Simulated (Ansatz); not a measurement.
## BaCINO: checking a database structure before trusting its electric field gradients

The cell is an entry of the Crystallography Open Database (COD), taken as it stands.

Space group Pnma (No. 62); a = 8.5452, b = 4.7462, c = 11.6013 Å.

```csv
site,Wyckoff,site symmetry,x,y,z
Ba,4c,.m.,0.7730,0.7500,0.6577
C,4c,.m.,0.6205,0.2500,0.4697
I,4c,.m.,0.0929,0.2500,0.6429
N,4c,.m.,0.3177,0.7500,0.4439
O,4c,.m.,0.4453,0.7500,0.6339
```

One atom of each set is listed.

All values are calculated (Ansatz; DFT, PBE, plane waves and PAW, scalar-relativistic, 420 eV cutoff, Γ-centred 3×5×2 k-points, Fermi–Dirac smearing 0.02 eV), not measured.

Q: Do the atoms and the cell lie near the calculated equilibrium?

A: No. The largest force is 11 eV/Å, on atom 5 (C: 1 N at 1.13 Å, 1 O at 1.33 Å, angle 177°), and the pressure is 1.6 GPa. Such values can come from imprecise or misplaced coordinates, missing atoms or a wrong setting of the space group; the run alone doesn't tell which, and gradients calculated on this entry can't be taken for those of the compound at ambient conditions.
